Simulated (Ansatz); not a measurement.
The structure comes from a relaxation in the same program, started in the rocksalt type, and has space group Fm-3m. Whether it is a known phase or the ground state wasn't checked.

Input and log of a run on ZrC: DFT, PBE, all-electron LAPW, scalar-relativistic (Ansatz 0.2.0).

```yaml
crystal:
  lattice:
    - [0.0, 2.3543090124, 2.3543090124]
    - [2.3543090124, 0.0, 2.3543090124]
    - [2.3543090124, 2.3543090124, 0.0]
  atoms:
    - { symbol: Zr, position: [0.0, 0.0, 0.0] }
    - { symbol: C, position: [0.5, 0.5, 0.5] }
kpoints:
  mp_grid: { grid: [14, 14, 14] }
  band_path:
    path:
      - [0.0, 0.0, 0.0]
      - [0.5, 0.0, 0.5]
      - [0.625, 0.25, 0.625]
      - [0.375, 0.375, 0.75]
      - [0.0, 0.0, 0.0]
      - [0.5, 0.5, 0.5]
      - [0.5, 0.25, 0.75]
      - [0.5, 0.0, 0.5]
    npoints: 8
scf:
  occupations: { method: fermi_dirac, width: 0.05 }
hamiltonian:
  xc: pbe
  pseudopotentials: { kind: all_electron, lapw: { basis_error: 0.0005 } }
output:
  forces: true
  stress: true
  eigenvalues: true
  populations: true
  dos: { projected: true, de: 0.2, e_range: [-14, 8] }
```

What the program printed:

```
Zr: projections on atomic orbitals take those of the free atom 1s2 2s2 2p6 3s2 3p6 3d10 4s2 4p6 4d2 5s2, of charge +0.00 (hamiltonian.pseudopotentials.projection_atoms)
C: projections on atomic orbitals take those of the free atom 1s2 2s2 2p2, of charge +0.00 (hamiltonian.pseudopotentials.projection_atoms)
LAPW: plane waves up to 8.522 Å⁻¹, error target 5.0e-4 eV per atom; small_component_spin mean_spin; C in spheres of 1.050 Å, 6 of its electrons in bands, Dirac shells []; Zr in spheres of 1.304 Å, 30 of its electrons in bands, Dirac shells []
Engine: ansatz 0.2.0
Pseudopotentials: kind: all_electron
Pseudopotential: Zr, LAPW, valence charge 30, Koelling and Harmon's equation, gaussian nucleus
Pseudopotential: C, LAPW, valence charge 6, Koelling and Harmon's equation, gaussian nucleus
Functional definition: PBE
  parameter kappa = 0.804
  parameter beta = 0.06672455060314922
  exchange = pbe_x(kappa = kappa, mu = beta*pi^2/3)
  correlation = pbe_c(beta = beta)
Crystal: 2 atoms, lattice volume = 26.099 Å³
Basis set: ecut = 276.7081675697641 eV, 283 PW (Γ), exchange–correlation at level 2
Bands: 22, of which v1, the nominal top of the filled ones, is band 18 counted from 1 (17 counted from 0)
Symmetry: 48 space group operations
Space group: Fm-3m (ITA 225), of the structure as read, at distance tolerance 3.0e-5 Å
k-points: 104 of 2744
Non-local potential: Zr, projectors of the file, none
Non-local potential: C, projectors of the file, none
Initial density: superposition of atomic densities (chi_scale 0.1, normalization cell, long waves kept (reshape's long-wave potential 0.00 eV rms))
Initial wavefunctions: plane waves of lowest kinetic energy (no species holds an atomic orbital)
Functional: x = pbe(κ = 0.804, μ = 0.2195149727645171), c = pbe(β = 0.06672455060314922)
iter 1 solved again at ethr=1.55e-2 eV; its pass at ethr=1.00e-1 eV (dr2=5.56e0 eV) is discarded
SCF iter   1: F=—  HF=-98967.566233 eV  |F-HF|=—  |Δ(HF+E_count)|=         —  Δρ=1.21e-1  dr2=5.56e0  ethr=1.55e-2  ⟨swp⟩=2.0  Hψ=14828  notcnv=0
preconditioner: auto → Kerker (q_TF=auto, 2.879 Å⁻¹)  [metal: Δε(μ)=0.110 eV  Ē_g=18.271 eV  σ=0.050 eV  W_gap=0.44  n_scr=14 (ndim 8)  ℏωp=27.2 eV  f_vac=0.000  D(μ)=0.08/eV (n_scr^D=0)]
iter 2 solved again at ethr=1.87e-4 eV; its pass at ethr=1.54e-2 eV (dr2=6.72e-2 eV) is discarded
SCF iter   2: F=—  HF=-98965.692441 eV  |F-HF|=—  |Δ(HF+E_count)|=    1.87e0  Δρ=1.90e-2  dr2=6.69e-2  ethr=1.87e-4  ⟨swp⟩=2.0  Hψ=11536  notcnv=0
SCF iter   3: F=—  HF=-98965.703272 eV  |F-HF|=—  |Δ(HF+E_count)|=         —  Δρ=2.53e-2  dr2=2.52e-1  ethr=1.86e-4  ⟨swp⟩=2.9  Hψ=7698  notcnv=0
the basis was enlarged: its passes take 258.9 KiB over the memory plan, 1 of 1 planned eigensolver slots
SCF iter   4: F=—  HF=-98965.697167 eV  |F-HF|=—  |Δ(HF+E_count)|=   6.10e-3  Δρ=3.16e-3  dr2=9.30e-4  ethr=1.86e-4  ⟨swp⟩=2.0  Hψ=7371  notcnv=0
SCF iter   5: F=—  HF=-98965.695131 eV  |F-HF|=—  |Δ(HF+E_count)|=   2.04e-3  Δρ=1.56e-3  dr2=3.49e-4  ethr=2.58e-6  ⟨swp⟩=3.0  Hψ=7258  notcnv=0
SCF iter   6: F=—  HF=-98965.695035 eV  |F-HF|=—  |Δ(HF+E_count)|=   9.59e-5  Δρ=5.16e-4  dr2=9.57e-5  ethr=9.68e-7  ⟨swp⟩=2.5  Hψ=7149  notcnv=0
SCF iter   7: F=—  HF=-98965.695011 eV  |F-HF|=—  |Δ(HF+E_count)|=   2.40e-5  Δρ=2.19e-4  dr2=1.58e-5  ethr=2.66e-7  ⟨swp⟩=2.0  Hψ=7078  notcnv=0
SCF iter   8: F=—  HF=-98965.695010 eV  |F-HF|=—  |Δ(HF+E_count)|=   1.40e-6  Δρ=7.46e-5  dr2=2.11e-6  ethr=4.38e-8  ⟨swp⟩=2.0  Hψ=7078  notcnv=0
SCF iter   9: F=—  HF=-98965.695009 eV  |F-HF|=—  |Δ(HF+E_count)|=   6.37e-7  Δρ=2.46e-5  dr2=2.00e-7  ethr=5.85e-9  ⟨swp⟩=2.0  Hψ=7081  notcnv=0
SCF iter  10: F=-98965.695009 eV  HF=-98965.695009 eV  |F-HF|=3.06e-10  |Δ(HF+E_count)|=   4.67e-8  Δρ=3.38e-6  dr2=2.90e-9  ethr=5.56e-10  ⟨swp⟩=2.0  Hψ=7081  notcnv=0
SCF 1 converged in 10 iterations: F = -98965.695009 eV  dr2 = 2.90e-9
NSCF: frozen V_eff on 57 k-points
SCF converged after 10 iterations
Free energy (F): -98965.695009 eV
Harris-Foulkes:  -98965.695009 eV  (|F-HF|=3.06e-10)
Internal energy: -98965.692580 eV  (E = F + TS)
E sigma→0 (E₀):  -98965.693795 eV
Entropy (-TS):   -0.002429 eV (-1.215 meV/atom)
Fermi energy:    16.426493 eV
--- Per-component energies (eV) ---
  E_band       = -4565.758615
  E_kinetic    = 102184.350369
  E_xc         = -3258.476701
  E_electrostatic = -197891.566248  (all electrons and nuclei)
  E_smearing   = -0.002429  (= −TS)
  E_closure    = 0.000000  (closes the sum)
  E_atoms      = -98947.444364  (free atoms, spherical and without spin; not in F)
  Σ components = -98965.695009   (vs F -98965.695009, Δ=0.00e0)
  Basis errors (estimates in eV, not in F): energy 1.7e-4 per atom: plane waves 1.5e-4 (8.6e-5 summed), levels above the bands 6.0e-28, relativity 3.3e-8, radial functions 1.8e-5, core shells 1.5e-13; eigenvalues (radial functions only) 9.5e-7; not estimated: angular momenta, meshes, grids; target (lapw.basis_error) 5.0e-4; muffin-tin radii C 1.050 Å, Zr 1.304 Å
--- Forces (eV/Å), atoms counted from 1 ---
  atom   1  Zr    -0.00000000     0.00000000    -0.00000000
  atom   2  C      0.00000000    -0.00000000    -0.00000000
  max |Σ_I F_I| component: 2.28e-30 eV/Å
--- Stress (GPa, compression-positive) ---
        0.073108      -0.000000       0.000000
       -0.000000       0.073108      -0.000000
        0.000000      -0.000000       0.073108
  P = ⅓ Tr σ = 0.0731 GPa (0.731 kbar)
--- Band table (eV; the first three rows and the last of 104) ---
  k-point 0: bands = ["-381.5417", "-294.4228", "-294.4228", "-294.4228", "-248.1885", "-151.5889", "-151.5889", "-151.5889", "-151.5764", "-151.5764", "-31.6971", "-9.4140", "-9.4140", "-9.4140", "5.1316", "17.3543", "17.3543", "17.3543", "17.5132", "17.5132", "17.5132", "19.2169"]
  k-point 1: bands = ["-381.5417", "-294.4228", "-294.4228", "-294.4228", "-248.1885", "-151.5889", "-151.5889", "-151.5889", "-151.5764", "-151.5764", "-31.6923", "-9.4587", "-9.4179", "-9.4179", "5.2469", "16.4864", "16.7059", "16.7059", "17.7597", "17.7597", "18.1173", "19.8575"]
  k-point 2: bands = ["-381.5417", "-294.4228", "-294.4228", "-294.4228", "-248.1885", "-151.5889", "-151.5889", "-151.5889", "-151.5764", "-151.5764", "-31.6786", "-9.5819", "-9.4288", "-9.4288", "5.5775", "15.3839", "15.8195", "15.8195", "18.1174", "18.1174", "18.5713", "21.0858"]
  k-point 103: bands = ["-381.5417", "-294.4228", "-294.4228", "-294.4228", "-248.1885", "-151.5889", "-151.5889", "-151.5889", "-151.5764", "-151.5764", "-31.5651", "-9.9648", "-9.8670", "-9.7137", "6.9424", "13.9040", "14.0947", "14.1003", "19.0718", "20.2871", "22.0561", "23.1255"]
--- Löwdin populations: 2 sites ---
  site symbol       q [e]
     0     Zr     39.2141
     1      C      6.7488
  spilling = 0.000806 (of n_electrons = 46.000000)
```
